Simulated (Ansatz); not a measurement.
In$_{2}$SbAs:
Space group R3m, hexagonal axes (No. 160); a = b = 4.480 Å, c = 21.974 Å, α = β = 90.00°, γ = 120.00°

```
atom  site  symmetry       x       y       z
----  ----  --------  ------  ------  ------
In      3a        3m  0.0000  0.0000  0.0049
In      3a        3m  0.0000  0.0000  0.4954
Sb      3a        3m  0.0000  0.0000  0.6244
As      3a        3m  0.0000  0.0000  0.1253
```
(The calculation used a cell of 4 atoms; values per cell refer to that cell.)

Relaxed with r²SCAN. r²SCAN in the plane-wave PAW code Ansatz gives no gap.

Question: What gap does HSE06 give on the same cell (Ansatz, PAW)?

Answer: It stays without a gap at the points solved. The hybrid was solved on a coarser mesh and at special points; its gap is the smallest among all of these. On such a mesh it can open a false gap in a semimetal.

| k | v1 r²SCAN | c1 r²SCAN | v1 HSE06 | c1 HSE06 |
|---|---|---|---|---|
| Γ | 0.00 | 0.00 | 0.00 | 0.00 |
| T | -0.31 | 0.49 | ? | ? |
| L | -1.57 | 1.78 | ? | ? |
| F | -1.08 | 0.71 | ? | ? |
| S0 | -1.85 | 2.06 | -1.92 | 2.38 |
| H0 | -1.85 | 2.23 | ? | ? |

Question: Top valence (v1) and lowest conduction level (c1) in eV from each method's valence maximum (which need not be a listed point): supply the withheld HSE06 values.

Answer: 
- T, v1 HSE06: -0.33
- T, c1 HSE06: 0.79
- L, v1 HSE06: -1.66
- L, c1 HSE06: 2.12
- H0, v1 HSE06: -1.92
- H0, c1 HSE06: 2.56
- F, v1 HSE06: -1.13
- F, c1 HSE06: 1.01

Cost on shared cores: the r²SCAN run (SCF on a 11×11×11 mesh, then bands and DOS) roughly 8 core-minutes, the HSE06 run (SCF on 5×5×5, then a few points) about 16 core-minutes (a rough figure); the tasks are unlike.

The first step of the workflow began from a Materials Project structure, measured or hypothetical; the Crystallography Open Database copy checked does not list it. Whether it is the stable phase at ambient conditions was not checked. The cell was relaxed with r²SCAN under the symmetry of its start; whether a distortion lowers the energy is not shown. Scalar-relativistic: spin–orbit coupling is off unless named, which matters more the heavier the elements.

Potentials: the later of the program's two PAW sets.
